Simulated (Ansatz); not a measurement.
Structure: PtOS as a Janus 1T monolayer, at its r2SCAN minimum. The sheet's in-plane cell has a = 3.343 Å, b = 3.343 Å (γ = 120.0°), and its outermost atoms lie 2.17 Å apart along the normal. Pt has 3 O at 2.16 Å and 3 S at 2.27 Å; O has 3 Pt at 2.16 Å; S has 3 Pt at 2.27 Å.

5 runs of the plane-wave code Ansatz on this cell differ in the functional (and in the settings that go with it). Levels are in eV from each run's valence top; v1 is the last filled band, c1 the first empty one.

Run A, mean stress -1.9 N/m (compression positive):

| point | v4 | v3 | v2 | v1 | c1 | c2 |
| --- | --- | --- | --- | --- | --- | --- |
| Γ | -1.44 | -0.78 | -0.78 | -0.47 | 5.49 | 5.49 |
| M | -2.60 | -2.24 | -1.92 | -1.19 | 4.52 | 5.16 |
| K | -3.43 | -1.88 | -1.14 | -0.49 | 3.24 | 5.21 |

Run B, mean stress -1.9 N/m (compression positive):

| point | v4 | v3 | v2 | v1 | c1 | c2 |
| --- | --- | --- | --- | --- | --- | --- |
| Γ | -1.43 | -0.80 | -0.80 | -0.46 | 4.73 | 4.73 |
| M | -2.58 | -2.23 | -1.90 | -1.18 | 3.75 | 4.39 |
| K | -3.41 | -1.89 | -1.13 | -0.49 | 2.50 | 4.44 |

Run C, mean stress +2.3 N/m (compression positive):

| point | v4 | v3 | v2 | v1 | c1 | c2 |
| --- | --- | --- | --- | --- | --- | --- |
| Γ | -1.60 | -1.08 | -1.08 | -0.36 | 3.34 | 3.34 |
| M | -2.45 | -2.03 | -1.73 | -1.16 | 2.42 | 3.01 |
| K | -3.10 | -1.88 | -1.02 | -0.35 | 1.30 | 3.00 |

Run D, mean stress 0.0 N/m (compression positive):

| point | v4 | v3 | v2 | v1 | c1 | c2 |
| --- | --- | --- | --- | --- | --- | --- |
| Γ | -1.60 | -1.05 | -1.05 | -0.36 | 3.63 | 3.63 |
| M | -2.51 | -2.14 | -1.82 | -1.15 | 2.69 | 3.29 |
| K | -3.19 | -1.91 | -1.07 | -0.38 | 1.53 | 3.31 |

Run E, mean stress -1.3 N/m (compression positive):

| point | v4 | v3 | v2 | v1 | c1 | c2 |
| --- | --- | --- | --- | --- | --- | --- |
| Γ | -1.54 | -0.93 | -0.93 | -0.41 | 4.44 | 4.44 |
| M | -2.56 | -2.21 | -1.89 | -1.16 | 3.48 | 4.11 |
| K | -3.30 | -1.91 | -1.11 | -0.43 | 2.26 | 4.14 |

Task: Match the runs to PBE, r2SCAN, r2SCANh, HSE06, PBE0.

Result: A is PBE0, B is HSE06, C is PBE, D is r2SCAN, E is r2SCANh. In order of the gap: PBE 1.30, r2SCAN 1.53, r2SCANh 2.26, HSE06 2.50, PBE0 3.24 eV. The stress vanishes for r2SCAN, which relaxed the cell.

The cell comes from a prototype generator: it can be a known phase or a hypothetical one. Spin polarisation is off.

Spin-orbit coupling is left out, which matters wherever the heavy atoms make up the band edges.

The program warns that its thresholds are loose for a hybrid's stress.

The meshes of the hybrids are coarse, so their gaps aren't converged to the digits shown.
